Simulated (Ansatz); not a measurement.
GaSb:
```yaml
crystal:
  lattice:
    - [4.32144, 0.00000, 0.00000]
    - [-2.16072, 3.74247, 0.00000]
    - [0.00000, 0.00000, 7.12503]
  atoms:
    - { symbol: Ga, position: [0.66667, 0.33333, 0.50050] }
    - { symbol: Ga, position: [0.33333, 0.66667, 0.00050] }
    - { symbol: Sb, position: [0.66667, 0.33333, 0.87440] }
    - { symbol: Sb, position: [0.33333, 0.66667, 0.37440] }
```

Plane-wave PAW r²SCAN (Ansatz code) gives a gap of 0.41 eV without spin–orbit coupling, maximum at Γ, minimum at Γ.

### Question
What happens when spin–orbit coupling is switched on?

### Answer
The gap shrinks by 0.22 eV, to 0.19 eV; maximum at Γ, minimum at Γ.

### Question
Give the hole effective mass with spin–orbit coupling.

### Answer
0.022, 0.022, 0.56 mₑ (principal values).

Space group P6_3mc (wurtzite). The first step of the workflow began from a Materials Project structure, measured or hypothetical; the Crystallography Open Database copy checked does not list it. It is not the phase usual at ambient conditions (space group No. 216). The r²SCAN relaxation kept the symmetry of its start; its stability against distortions is not shown here.

Potentials: the later of the program's two PAW sets.
